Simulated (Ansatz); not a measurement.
**FeSe$_{2}$: the gap against volume**

FeSe$_{2}$, Pnnm, a = 4.685 Å, b = 5.644 Å, c = 3.517 Å. The structure is a COD entry; whether it is the stable form wasn't checked. Ansatz: LDA, PAW, 420 eV, Γ-centred 8×6×10 mesh on 6 atoms, Gaussian smearing 0.02 eV; no spin polarisation. Shape and atoms are relaxed at each volume; x = ln(V/V0) with V0 = 15.500 Å³/atom. The gap is read at the mesh points alone.

| x | gap y (eV) |
| --- | --- |
| -0.1278 | 0.446 |
| -0.0943 | 0.411 |
| -0.0619 | 0.376 |
| -0.0305 | 0.343 |
| 0.0000 | 0.311 |
| 0.0296 | 0.280 |
| 0.0583 | 0.254 |
| 0.0953 | ? |

Question: Fit a straight line to the other rows, give the volume deformation potential of the gap and its pressure coefficient, and predict the missing gap. B0 = 148.2 GPa.

Answer: Means x = -0.03237, y = 0.34586; Σ(Δx)² = 0.02693, ΣΔxΔy = -0.02802; the slope is their ratio. y = 0.3122 − 1.041 x. The slope is the deformation potential a = dE_g/d ln V = -1.04 eV, and dE_g/dP = −a/B0 = 7.02 meV/GPa. At x = 0.0953 the fit asked for gives 0.213 eV. The run gave 0.221 eV, so the fit is 0.008 eV too low, 3.6 % of the span of the series, against an rms of 0.001 eV on the fitted rows. The row lies outside the fitted range. With a term in x² added, a fit to the same known rows predicts 0.217 eV, which recovers part of the miss; the known rows don't hold the rest.

Spin-orbit coupling is left out; it would lift a valence top of Se p states by 0.1 to 0.15 eV. Semilocal functionals give gaps under the measured ones; changes of the gap mostly carry over better.

Cost: 8 runs of about 22 core-minutes in all, on Arm Neoverse V1 (shared hosts).